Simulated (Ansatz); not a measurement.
# ZnO (P6_3mc): elasticity against pressure

```
CELL_PARAMETERS angstrom
3.23519 0.00000 0.00000
-1.61760 2.80176 0.00000
0.00000 0.00000 5.21143
ATOMIC_POSITIONS crystal
Zn 0.33333 0.66667 0.49969
Zn 0.66667 0.33333 0.99969
O 0.66667 0.33333 0.37932
O 0.33333 0.66667 0.87932
```

This is the zero-pressure cell. At each pressure cell and atoms are relaxed in this structure, and the constants are slopes of the stress at strains of ±0.005 with relaxed ions (the coefficients that govern stability under load). Level: r²SCAN, PAW on Ansatz 0.2.0's default frozen-core files (fitted under PBE), scalar-relativistic; k mesh 8×8×4, strains of ±0.005, fixed occupations, cutoff 500 eV. P is the pressure of the relaxed cell, less that of this one.

```tsv
P (GPa)	V/V₀	C11 (GPa)	C12 (GPa)	C13 (GPa)	C33 (GPa)	C44 (GPa)
0.00	1.0000	209.8	128.7	113.2	220.8	38.1
1.01	0.9934	213.1	133.8	118.2	223.8	37.4
2.02	0.9870	216.2	138.7	123.2	226.8	36.7
4.00	0.9751	222.3	148.5	133.0	232.7	35.3
7.00	0.9584	231.1	163.0	147.8	241.6	33.1
10.00	?	?	?	?	?	?
15.01	0.9201	253.1	201.2	186.9	261.5	26.8
```

**Question.** Does the bulk modulus from the constants agree with the pressure-volume curve?

**Answer.** A third-order Birch-Murnaghan fit to the volumes shown (F against f, f = [(V₀/V)^(2/3) − 1]/2) gives B₀ = 150.0 GPa and B′ = 4.4. Its −V dP/dV stands beside the Reuss value 1/ΣS_ij (i, j ≤ 3):

```
P (GPa)  from P(V)  from the constants
   0.00      150.0               150.1
   1.01      154.4               154.5
   2.02      158.8               158.8
   4.00      167.3               167.3
   7.00      180.1               180.1
  15.01      213.2               213.0
```

**Question.** What are the pressure derivatives at zero pressure?

**Answer.** Slopes at V₀ of quadratic fits in −ln(V/V₀) through the first four rows shown, divided by B₀: dC11/dP = 3.2, dC12/dP = 5.0, dC13/dP = 5.0, dC33/dP = 3.0, dC44/dP = -0.7. The mean slopes up to 2.0 GPa are 3.2, 5.0, 5.0, 3.0, -0.7; curvature and scatter of the constants part the two.

**Question.** Fill the row at 10.00 GPa.

**Answer.** Cubic fits in −ln(V/V₀) through all rows shown give C11 = 239.6, C12 = 177.4, C13 = 162.4, C33 = 249.8, C44 = 30.8 GPa. Computed: V/V₀ = 0.9431, C11 (GPa) = 239.8, C12 (GPa) = 177.5, C13 (GPa) = 162.5, C33 (GPa) = 249.3, C44 (GPa) = 30.8.

**Question.** Does a shear stiffness soften?

**Answer.** C44 goes from 38.1 to 26.8 GPa; (C11 − C12)/2 goes from 40.6 to 26.0 GPa. C44 and (C11 − C12)/2 soften under pressure, though the lattice stays mechanically stable over this range.

Limits of these numbers: no other phase was computed; many crystals of this kind change structure within this range, and rows or crossings beyond such a change describe a metastable lattice; frozen-core PAW files fitted under PBE, their cores solved anew for the functional of the run; constants at zero field, no piezoelectric stiffening; phonons weren't checked at these pressures.
